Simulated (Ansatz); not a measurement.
# TiB2 (P6/mmm): electronic heat capacity and spin susceptibility from the density of states

Computed with Ansatz, DFT PBE, scalar-relativistic, plane waves, PAW.

Plane waves to 420 eV, a k mesh through Γ of 15×15×14 on the computed 3-atom cell and Gaussian smearing (0.10 eV); no spin polarisation.

Relaxed cell: P6/mmm, a = 3.032 Å, b = 3.032 Å, c = 3.223 Å, α = 90.00°, β = 90.00°, γ = 120.00°, 3 atoms in the primitive cell. Whether it is the stable form of this composition wasn't checked.

The density of states at the Fermi level is 0.373 states/eV in the cell of 3 atoms (1 formula unit; both spins, tetrahedra on a 23×23×21 mesh).

Task: What Sommerfeld coefficient and Pauli susceptibility does this give?

Result: Per formula unit N(E_F) = 0.373 states/eV. γ = (π²/3) k_B² N(E_F) N_A = 2.357 mJ/(mol K²) per state/eV, so γ = 0.9 mJ/(mol K²), a mole of formula units. χ_P = μ_B² N(E_F) N_A = 3.23×10⁻⁵ emu/mol per state/eV gives 1.2×10⁻⁵ emu/mol. This is the bare band result: a measured γ of the same phase is as a rule larger by a factor 1 + λ from phonons and spin fluctuations, the spin part of χ is larger by the Stoner factor, and a measured χ also holds orbital and core terms. N(E_F) at one energy is sensitive to the mesh where the density of states has sharp peaks.